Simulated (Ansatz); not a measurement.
Here is the system:

YbSi₂:
```
YbSi2
1.0
   -1.68060     1.68060     5.01794
    1.68060    -1.68060     5.01794
    1.68060     1.68060    -5.01794
Yb Si
1 2
Direct
  0.00000   0.00000   0.00000
  0.29612   0.29612   0.00000
  0.70388   0.70388   0.00000
```

This is the PBE-relaxed structure.

Task: All from DFT-PBE in the program Ansatz with PAW potentials, unless another level is named. Give the electronic character.

Result: metallic (no gap).

Task: Predict the formation energy from the elements (no fitted shifts).

Result: -246 meV/atom.

Task: And the density of states at the Fermi level?

Result: 0.70 states/eV per atom (mean over ±0.08 eV).

Space group I4/mmm (MoSi2 or CaC2 type). The cell is a constructed one: a structure type filled with these elements; neither database checked (COD, Materials Project) lists it. COD files the formula under space group No. 191. Its standing as an ambient phase is unchecked. The PBE relaxation kept the symmetry of its start; whether a distortion lowers the energy is not shown. The workflow began spin-polarised and lost its moments. The cell computed holds one magnetic atom, so no antiferromagnetic order was within reach. The 4f shell is in the valence. No Hubbard U is applied. The references are the lowest solids computed at this level, not always the standard phases. Spin–orbit coupling is left out wherever it is not named.

Potentials: the later of the program's two PAW sets.
